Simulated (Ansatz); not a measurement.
Starting cell, MgH$_{2}$ (rutile):

```
CELL_PARAMETERS angstrom
      4.51729     0.00000     0.00000
      0.00000     4.51729     0.00000
      0.00000     0.00000     3.01286
ATOMIC_POSITIONS crystal
  Mg 0.00000 0.00000 0.00000
  Mg 0.50000 0.50000 0.50000
  H  0.30441 0.30441 0.00000
  H  0.80441 0.19559 0.50000
  H  0.19559 0.80441 0.50000
  H  0.69559 0.69559 0.00000
```

In this cell atom 5 (H, nearest neighbour Mg at 1.945 Å; its periodic images, 3.0 Å or more away, move with it) is moved by s along Cartesian x, unit vector (1.000, 0.000, 0.000); all other atoms and the cell stay fixed.

Method: PBE (plane waves to 420 eV, PAW, scalar-relativistic; Ansatz, an electronic-structure program). k mesh 6×6×9 (Γ-centred), Fermi-Dirac smearing 0.05 eV. Energies are smeared free energies. MgH2 was relaxed with its symmetry unable to fall. The zero of ΔE is the undisplaced structure.

```tsv
s (Å)	ΔE (meV/cell)
-0.580	withheld
-0.464	324
-0.348	191
-0.232	89
-0.116	23
0.000	0
0.116	25
0.232	101
0.348	232
0.464	418
0.580	658
```

### Question
Fit a polynomial form (powers 2, 3, 4) to the given rows and predict ΔE at s = -0.580.

### Answer
Least squares on the 10 given rows: ΔE = (1786)·s² + (470.5)·s³ + (-303.6)·s⁴, in meV/cell with s in Å; root-mean-square residual 0.5 meV/cell. At -0.580 the fit gives 475 meV/cell; the calculation gives 480 meV/cell, so the extrapolation is off by -5 (-1.0 %). The quadratic term alone would give 601 meV/cell.

(For displaced atoms, the force is minus the slope of the energy, and its curvature is a force constant, which sets phonon frequencies.)
